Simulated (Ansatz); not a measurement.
Problem. In (body-centred tetragonal, I4/mmm) is relaxed with PBE (plane waves, PAW; program Ansatz). What lattice parameters of the conventional cell result?

Solution. a = 3.453 Å, c = 4.604 Å.

Its axis ratio c/a = 1.33 departs by over 6 % from that of the usual cell of this phase: another minimum, or an error of the functional. Symmetry was held in the PBE relaxation; whether a distortion lowers the energy is not shown. Axis ratios of metals converge slowly with the k-mesh, so a and c are less sure than the volume.

Potentials: the later of the program's two PAW sets.
